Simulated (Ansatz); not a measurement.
Here is the system:

ZnCu₂SnSe₄ (kesterite type, space group I-4)

```xyz
8
Lattice="-2.8818 2.8818 5.7630 2.8818 -2.8818 5.7630 2.8818 2.8818 -5.7630" Properties=species:S:1:pos:R:3 pbc="T T T"
Cu     0.0000     0.0000     0.0000
Cu     0.0000     2.8818     2.8815
Zn     2.8818     0.0000     2.8815
Sn     0.0000     0.0000     5.7630
Se     1.4966     1.5502     4.2620
Se     1.3852     1.3316    -1.5010
Se     1.5502    -1.4966     7.2639
Se     1.3316     4.3785     1.5010
```

The volume is varied about the relaxed value V₀ at fixed cell shape. The atoms relax within the cell's symmetry.

Calculation: PBE (plane waves to 420 eV, PAW, scalar-relativistic; Ansatz, an electronic-structure program). k mesh 8×8×8 (Γ-centred), Fermi-Dirac smearing 0.05 eV. Energies are smeared free energies. Compression counts positive. With the shape held, the modulus is that of even scaling; a crystal free to change shape is softer. At this level the bands of ZnCu2SnSe4 touch or barely overlap. ZnCu2SnSe4 is run without spin polarisation. ZnCu2SnSe4 was relaxed with its symmetry unable to fall. ΔE is measured from the relaxed starting cell.

The scan covers V/V₀ from 0.840 to 1.160 in 13 points.

What pressure does the cell carry at V/V₀ = 0.840?

14.9 GPa.

What is ΔE at V/V₀ = 1.160?

80 meV/atom.

What is ΔE at V/V₀ = 0.840?

150 meV/atom.

(Under strain, the slope of the energy per volume gives the stress and its curvature an elastic modulus.)
